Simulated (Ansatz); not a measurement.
The numbers come from plane-wave PAW DFT (Ansatz): PBE, no spin polarisation, 420 eV, 7×7×7 Γ-centred k points, fermi-dirac occupations (width 0.1 eV). Nothing was relaxed.

Computed maps in the lattice plane spanned by a (left to right, 5.37 Å, 16 points from zero) and b (bottom to top, 5.37 Å, 16 points from zero), 90° apart, at height 0.736 along c. The fields are smooth PAW ones with compensation charges, not the true ones near nuclei.

Valence density. Digits on a logarithmic scale: 0 up to 0.03 e/Å³, each further digit a factor of 1.6, 9 from 1.3 e/Å³ up:
```
7643110123568888
8642100123578728
8643211123578878
7543222234567888
6544333444566776
4444455555555555
3345677776544333
2345788887543222
1246886787542111
1246885687532100
1245788887532101
2345678876432211
3444556655443323
4444444444444444
5444322233455666
6543211123467887
```

**Question.** The cell is Cu2HgIrS4. Which atoms lie within 0.2 Å of this plane, and where (fractions of a and b)?

**Answer.** S at (0.40, 0.40), S at (0.86, 0.86). The whole cell:
```
CELL_PARAMETERS angstrom
0.00000 5.37064 0.00000
5.37064 0.00000 0.00000
2.68532 2.68532 -5.15908
ATOMIC_POSITIONS crystal
S 0.40000 0.40000 0.73580
S 0.60000 0.13580 0.26420
S 0.86420 0.86420 0.73580
S 0.13580 0.60000 0.26420
Ir 0.50000 0.50000 0.00000
Hg 0.00000 0.00000 0.00000
Cu 0.75000 0.25000 0.50000
Cu 0.25000 0.75000 0.50000
```

Origin: a known structure type with other elements, at an estimated volume, so it need not be a known compound. Caveats: many states at the Fermi level without spin polarisation, so a magnetic state may lie lower.
